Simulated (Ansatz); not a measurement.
C:
```xyz
10
Lattice="0.0000 4.8170 4.8170 4.8170 0.0000 4.8170 4.8170 4.8170 0.0000" Properties=species:S:1:pos:R:3 pbc="T T T"
C      0.0000     0.0000     0.0000
C      2.4085     2.4085     2.4085
C      0.8557     0.8557     0.8557
C      1.5528     1.5528     1.5528
C      0.8557     3.9613     3.9613
C      1.5528     3.2642     3.2642
C      3.9613     0.8557     3.9613
C      3.2642     1.5528     3.2642
C      3.9613     3.9613     0.8557
C      3.2642     3.2642     1.5528
```

This is the PBE-relaxed structure.

### Question
All from PBE (plane waves, PAW; program Ansatz), unless another level is named. Give the band gap.

### Answer
4.67 eV (smallest direct gap 4.69 eV).

### Question
Next, the electron effective mass?

### Answer
1.3, 3.4, 8.9 mₑ (principal values).

### Question
Next, the valence-band maximum?

### Answer
on the Γ–L line, 96 % of the way from Γ.

### Question
What about the conduction-band minimum?

### Answer
on the K–Γ line, 11 % of the way from K (12 equivalent valleys).

Space group Fd-3m. The start of the workflow was typed in or built on a structure type. Its sites differ from those of the usual phase in this space group: another stacking or structure type. The PBE relaxation kept the symmetry of its start; whether a distortion lowers the energy is not shown.

Potentials: the later of the program's two PAW sets.
